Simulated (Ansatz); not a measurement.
Ansatz (a first-principles code) input:

Ansatz 0.2 input:
```yaml
crystal:
  lattice:
    - [4.0108863502, 0.0, 0.0]
    - [0.0, 4.0108863502, 0.0]
    - [0.0, 0.0, 4.0108863502]
  atoms:
    - { symbol: Y, position: [0.0, 0.0, 0.0] }
    - { symbol: Nb, position: [0.5, 0.5, 0.5] }
    - { symbol: N, position: [0.5, 0.5, 0.0] }
    - { symbol: N, position: [0.5, 0.0, 0.5] }
    - { symbol: N, position: [0.0, 0.5, 0.5] }
kpoints:
  mp_grid: { grid: [21, 21, 21] }
hamiltonian:
  xc: pbesol
  pseudopotentials: { azcp: { folder: ./paw }, kind: paw }
scf:
  occupations: { method: fermi_dirac, width: 0.1 }
elastic: { mode: relaxed_ion, stencil: two_point, amplitude: 0.005, f_tol: 0.0005 }
```

Output (shortened):

```
Pseudopotential: Y, paw, valence charge 11
Pseudopotential: Nb, paw, valence charge 13
Pseudopotential: N, paw, valence charge 5
Functional definition: PBEsol
Crystal: 5 atoms, lattice volume = 64.524 Å³
Basis set: ecut = 420 eV, 1237 PW (Γ), exchange–correlation on 54×54×54 points (8 copies of the dense FFT grid, shifted against one another)
Bands: 25, of which v1, the nominal top of the filled ones, is band 20 counted from 1 (19 counted from 0)
Symmetry: 48 space group operations
Space group: Pm-3m (ITA 221), of the structure as read, at distance tolerance 4.0e-5 Å
k-points: 286 of 9261
SCF 1 converged in 12 iterations: F = -9430.181723 eV  dr2 = 1.28e-14
Crystal: 5 atoms, lattice volume = 64.201 Å³
Symmetry: 16 space group operations
k-points: 726 of 9261
SCF 2 converged in 10 iterations: F = -9430.179281 eV  dr2 = 1.82e-14
Crystal: 5 atoms, lattice volume = 64.847 Å³
Basis set: ecut = 420 eV, 1285 PW (Γ), exchange–correlation on 54×54×54 points (8 copies of the dense FFT grid, shifted against one another)
SCF 3 converged in 8 iterations: F = -9430.179812 eV  dr2 = 4.74e-14
Crystal: 5 atoms, lattice volume = 64.524 Å³
Basis set: ecut = 420 eV, 1265 PW (Γ), exchange–correlation on 54×54×54 points (8 copies of the dense FFT grid, shifted against one another)
Symmetry: 8 space group operations
k-points: 1331 of 9261
SCF 4 converged in 8 iterations: F = -9430.181437 eV  dr2 = 8.20e-14
Crystal: 5 atoms, lattice volume = 64.524 Å³
SCF 5 converged in 8 iterations: F = -9430.181437 eV  dr2 = 4.69e-14
SCF converged after 12 iterations
Free energy (F): -9430.181723 eV
Harris-Foulkes:  -9430.181723 eV  (|F-HF|=1.82e-12)
Internal energy: -9430.100307 eV  (E = F + TS)
E sigma→0 (E₀):  -9430.141015 eV
Entropy (-TS):   -0.081417 eV (-16.283 meV/atom)
Fermi energy:    12.224108 eV
--- Per-component energies (eV) ---
  E_band       = -160.336169
  E_kinetic    = 1069.619030
  E_local      = -1810.199545  (includes V_loc(G=0)·N_el)
  E_nonlocal   = 224.780899
  E_hartree    = 600.612699
  E_xc         = -519.028711
  E_vxc        = -630.374141  (∫ρ·V_xc dr)
  E_paw        = -6156.523535  (= ΣΔE_a)
  E_vpaw       = -215.390217  (= ΣTr[D̂ρ^β])
  E_aug_tail   = 0.002410  (compensation charges beyond the density's cutoff)
  E_ewald      = -2839.785332
  E_core_change = 0.421779  (= ΣΔE_core)
  E_smearing   = -0.081417  (= −TS)
  E_closure    = 0.000000  (closes the sum)
  Σ components = -9430.181723   (vs F -9430.181723, Δ=0.00e0)
--- Forces (eV/Å), atoms counted from 1 ---
  atom   1  Y      0.00000000     0.00000000     0.00000000
  atom   2  Nb     0.00000000     0.00000000     0.00000000
  atom   3  N      0.00000000     0.00000000     0.00000000
  atom   4  N      0.00000000     0.00000000     0.00000000
  atom   5  N      0.00000000     0.00000000     0.00000000
  max |Σ_I F_I| component: 0.0 eV/Å
--- Stress (GPa, compression-positive) ---
        0.116907       0.000000       0.000000
        0.000000       0.116907       0.000000
        0.000000       0.000000       0.116907
  P = ⅓ Tr σ = 0.1169 GPa (1.169 kbar)
--- Band table (eV; the first three rows and the last of 286) ---
  k-point 0: bands = ["-42.0675", "-30.4806", "-18.3551", "-18.3551", "-18.3551", "-10.3661", "-10.3661", "-10.3661", "-2.2132", "-0.9470", "-0.9470", "9.6725", "9.6725", "9.6725", "11.3022", "11.3022", "11.3022", "12.6831", "12.6831", "12.6831", "12.6933", …
  k-point 1: bands = ["-42.0675", "-30.4805", "-18.3571", "-18.3549", "-18.3549", "-10.3695", "-10.3659", "-10.3659", "-2.1954", "-0.9450", "-0.9325", "9.6293", "9.6599", "9.6599", "11.1913", "11.1913", "11.2398", "12.5501", "12.5801", "12.5801", "12.7032", …
  k-point 2: bands = ["-42.0673", "-30.4802", "-18.3631", "-18.3545", "-18.3545", "-10.3794", "-10.3654", "-10.3654", "-2.1436", "-0.9389", "-0.8887", "9.5044", "9.6240", "9.6240", "10.9391", "10.9391", "11.0749", "12.1978", "12.5334", "12.5334", "12.7324", …
  k-point 285: bands = ["-42.0623", "-30.4655", "-18.4334", "-18.4334", "-18.4334", "-10.4560", "-10.4560", "-10.4559", "0.1901", "0.1985", "0.1985", "7.1450", "7.1582", "7.1582", "7.3455", "7.3455", "7.8387", "12.9117", "12.9117", "12.9415", "15.7199", …
--- Elastic constants: 2 strain directions × 2 members + reference (group order 48) ---
  dense FFT box of the reference and of every strained cell: 27×27×27
  strains applied: 11, 23; error gains: componentwise 1.00 (the most a stress slope's error grows in a printed constant), spectral 1.73 (1 for all six strains …
  C = ∂σ_k/∂η_j (tension-positive GPa; Voigt order 11 22 33 23 13 12):
       431.296     99.039     99.039      0.000      0.000      0.000
        99.039    431.296     99.039      0.000      0.000      0.000
        99.039     99.039    431.296      0.000      0.000      0.000
         0.000      0.000      0.000     55.211      0.000      0.000
         0.000      0.000      0.000      0.000     55.211      0.000
         0.000      0.000      0.000      0.000      0.000     55.211
  reference stress σ⁰ (GPa):     -0.117     -0.117     -0.117      0.000      0.000      0.000
  moduli (Voigt/Reuss/Hill, GPa): K = 209.79/209.79/209.79   G = 99.58/75.33/87.45   E = 230.35   ν = 0.317
  mechanically stable: yes (min eigenvalue of sym C = 55.21 GPa)
  strain η (Voigt 11):  stress-route row diagonal C_11 = 431.30 GPa, energy-path curvature d²(F+E_count+ΔE)/dδ²/Ω₀ = 431.30 GPa
         δ    σ_11 (GPa)             F (eV)   n_scf  n_hpsi   n_pw
    -5.000e-3      -2.3214       -9430.1792810      10  367279   1276   relax 0 steps, max|allowed force component| 0.0 eV/Å
     5.000e-3       1.9915       -9430.1798117       8  316142   1299   relax 0 steps, max|allowed force component| 0.0 eV/Å
  strain η (Voigt 23):  stress-route row diagonal C_44 = 55.21 GPa, energy-path curvature d²(F+E_count+ΔE)/dδ²/Ω₀ = 55.30 GPa
         δ    σ_23 (GPa)             F (eV)   n_scf  n_hpsi   n_pw
    -5.000e-3      -0.2761       -9430.1814374       8  646845   1288   relax 0 steps, max|allowed force component| 0.0 eV/Å
     5.000e-3       0.2761       -9430.1814374       8  582335   1288   relax 0 steps, max|allowed force component| 0.0 eV/Å
```

Cost: very roughly 6 core-minutes on shared cores.

The start of the workflow was typed in or built on a structure type; neither database checked (COD, Materials Project) lists it. Whether it is the stable phase at ambient conditions was not checked. Symmetry was held in the PBEsol relaxation. At this level the phase is dynamically unstable (imaginary phonons). No spin polarisation was allowed. As this level gives no gap, shear constants depend on the k-mesh and smearing (Fermi–Dirac, 0.1 eV here). Scalar-relativistic: spin–orbit coupling is off unless named, which matters more the heavier the elements.

Potentials: the earlier of the program's two PAW sets. The files were generated under PBE; for other functionals the program regenerates the frozen cores, and for LDA and PBEsol the local potential too.

Ansatz is a plane-wave DFT program.
